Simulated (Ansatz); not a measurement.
AuSb₂ (space group Pa-3)

```xyz
12
Lattice="6.6744 0.0000 0.0000 0.0000 6.6744 0.0000 0.0000 0.0000 6.6744" Properties=species:S:1:pos:R:3 pbc="T T T"
Sb     2.5031     0.8341     5.8403
Sb     4.1713     5.8403     0.8341
Sb     0.8341     5.8403     2.5031
Sb     5.8403     0.8341     4.1713
Sb     5.8403     2.5031     0.8341
Sb     0.8341     4.1713     5.8403
Sb     4.1713     4.1713     4.1713
Sb     2.5031     2.5031     2.5031
Au     0.0000     3.3372     3.3372
Au     3.3372     3.3372     0.0000
Au     3.3372     0.0000     3.3372
Au     0.0000     0.0000     0.0000
```

Equation-of-state scan: isotropic scaling of the cell above, V₀ being its volume. The atoms relax within the cell's symmetry.

All values below come from PBEsol (plane waves to 420 eV, PAW, scalar-relativistic; Ansatz, a quantum-chemistry and plane-wave program). k mesh 6×6×6 (Γ-centred), Fermi-Dirac smearing 0.05 eV. Energies are smeared free energies. Compression counts positive. AuSb2 was relaxed with its symmetry unable to fall. Spin-orbit coupling is left out, though Au and Sb are heavy. The zero of ΔE is the relaxed starting cell. The last digit holds for this mesh only.

```json
[
 {"V (Å³/atom)": "20.813", "ΔE (meV/atom)": "243.4"},
 {"V (Å³/atom)": "21.804", "ΔE (meV/atom)": "124.8"},
 {"V (Å³/atom)": "22.795", "ΔE (meV/atom)": "50.7"},
 {"V (Å³/atom)": "23.786", "ΔE (meV/atom)": "11.7"},
 {"V (Å³/atom)": "24.777", "ΔE (meV/atom)": "0.0"},
 {"V (Å³/atom)": "25.768", "ΔE (meV/atom)": "9.8"},
 {"V (Å³/atom)": "26.759", "ΔE (meV/atom)": "36.4"},
 {"V (Å³/atom)": "27.750", "ΔE (meV/atom)": "76.0"},
 {"V (Å³/atom)": "28.741", "ΔE (meV/atom)": "withheld"}
]
```

Problem. Fit a third-order Birch-Murnaghan form (E₀, V₀, B₀, B₀′ free) to the given rows and predict ΔE at V = 28.741.

Solution. Least squares on the 8 given rows: ΔE = E₀ + (9V₀B₀/16)·y²·[2 + (B₀′ − 4)y], y = (V₀/V)^(2/3) − 1, with V₀ = 24.782 Å³/atom, B₀ = 86.14 GPa (160.2 GPa = 1 eV/Å³; the term in eV is multiplied by 1000), B₀′ = 5.08, E₀ = 0.03 meV/atom; root-mean-square residual 0.05 meV/atom. At 28.741 the fit gives 126.0 meV/atom; the calculation gives 125.5 meV/atom, so the extrapolation is off by 0.5 (+0.4 %). For the pressure the fit gives -8.8 GPa against the computed -8.7 GPa.

(A scan under strain: stresses follow from slopes of the energy per volume, elastic moduli from its curvatures.)
